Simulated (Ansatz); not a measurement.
Level of theory: DFT PBE, scalar-relativistic, plane waves, PAW in Ansatz 0.2.0. All cells share a 420 eV cutoff and Γ-centred k meshes spaced at most about 0.3 Å⁻¹ (about 0.25 or finer for metals, 2π included). No spin polarisation in the final relaxations.

Each of these unrelaxed guesses is relaxed in cell and atoms within its symmetry. A guess keeps its type if space group and coordination stay and the shape of the cell changes little (axis ratios within about 15 %, angles within 6°); the volume may change.

1. GaAsSe3

```cif
data_structure
_symmetry_space_group_name_H-M 'P-6m2'
_symmetry_Int_Tables_number 187
_cell_length_a 4.7676
_cell_length_b 4.7676
_cell_length_c 5.8858
_cell_angle_alpha 90.000
_cell_angle_beta 90.000
_cell_angle_gamma 120.000
_cell_volume 115.86
loop_
_atom_site_label
_atom_site_type_symbol
_atom_site_symmetry_multiplicity
_atom_site_Wyckoff_symbol
_atom_site_fract_x
_atom_site_fract_y
_atom_site_fract_z
_atom_site_occupancy
Ga1 Ga 1 b 0.00000 0.00000 0.50000 1
As1 As 1 c 0.33333 0.66667 0.00000 1
Se1 Se 2 i 0.66667 0.33333 0.75525 1
Se2 Se 1 d 0.33333 0.66667 0.50000 1
```

2. GaAsSe3

```cif
data_structure
_symmetry_space_group_name_H-M 'Pm-3m'
_symmetry_Int_Tables_number 221
_cell_length_a 4.9714
_cell_length_b 4.9714
_cell_length_c 4.9714
_cell_angle_alpha 90.000
_cell_angle_beta 90.000
_cell_angle_gamma 90.000
_cell_volume 122.87
loop_
_atom_site_label
_atom_site_type_symbol
_atom_site_symmetry_multiplicity
_atom_site_Wyckoff_symbol
_atom_site_fract_x
_atom_site_fract_y
_atom_site_fract_z
_atom_site_occupancy
Ga1 Ga 1 a 0.00000 0.00000 0.00000 1
As1 As 1 b 0.50000 0.50000 0.50000 1
Se1 Se 3 c 0.00000 0.50000 0.50000 1
```

3. InGa2N3

```cif
data_structure
_symmetry_space_group_name_H-M 'P-4m2'
_symmetry_Int_Tables_number 115
_cell_length_a 3.3516
_cell_length_b 3.3516
_cell_length_c 7.4453
_cell_angle_alpha 90.000
_cell_angle_beta 90.000
_cell_angle_gamma 90.000
_cell_volume 83.63
loop_
_atom_site_label
_atom_site_type_symbol
_atom_site_symmetry_multiplicity
_atom_site_Wyckoff_symbol
_atom_site_fract_x
_atom_site_fract_y
_atom_site_fract_z
_atom_site_occupancy
In1 In 1 b 0.50000 0.50000 0.00000 1
Ga1 Ga 2 g 0.50000 0.00000 0.73987 1
N1 N 2 g 0.50000 0.00000 0.38354 1
N2 N 1 a 0.00000 0.00000 0.00000 1
```

4. RbHfCl5

```cif
data_structure
_symmetry_space_group_name_H-M 'P4/mmm'
_symmetry_Int_Tables_number 123
_cell_length_a 4.6914
_cell_length_b 4.6914
_cell_length_c 8.2323
_cell_angle_alpha 90.000
_cell_angle_beta 90.000
_cell_angle_gamma 90.000
_cell_volume 181.19
loop_
_atom_site_label
_atom_site_type_symbol
_atom_site_symmetry_multiplicity
_atom_site_Wyckoff_symbol
_atom_site_fract_x
_atom_site_fract_y
_atom_site_fract_z
_atom_site_occupancy
Rb1 Rb 1 b 0.00000 0.00000 0.50000 1
Hf1 Hf 1 c 0.50000 0.50000 0.00000 1
Cl1 Cl 4 i 0.00000 0.50000 0.28396 1
Cl2 Cl 1 a 0.00000 0.00000 0.00000 1
```

Question: Which guesses survive the relaxation?

Answer: Guesses 2 and 4 keep their type. Symmetry leaves only the cell edge free in guess 2, so these can't change.

```
guess  kept  start group  end group  V start (Å³/atom)  V end  b/a and c/a, end over start  nearest neighbours start  nearest neighbours end
    1    no        P-6m2      P-6m2               23.2   24.8                   1.00, 1.60         As 8, Ga 9, Se 11      As 6, Ga 3, Se 3/4
    2   yes        Pm-3m      Pm-3m               24.6   26.6                   1.00, 1.00         As 6, Ga 12, Se 2       As 6, Ga 12, Se 2
    3    no        P-4m2      P-4m2               13.9   14.9                   1.00, 1.47         Ga 9, In 8, N 5/8       Ga 5, In 4, N 4/5
    4   yes       P4/mmm     P4/mmm               25.9   24.8                   1.00, 1.04     Cl 10/12, Hf 12, Rb 8   Cl 10/12, Hf 12, Rb 8
```

Neighbours count within 15 % of an atom's shortest distance; end groups are read at 0.02 Å (0.05 Å in metals).

No dispersion correction is applied, so the spacing and binding between layers, chains or molecules are poorly described (GaAsSe3 P-6m2, InGa2N3 P-4m2). Spin–orbit coupling, which can matter for Hf, is left out. A magnetic state wasn't ruled out in cells without spin, among them GaAsSe3 Pm-3m, InGa2N3 P-4m2. Cells relaxed within their symmetry can be saddle points.

In counts of neighbours, a slash parts the counts of unlike sites.
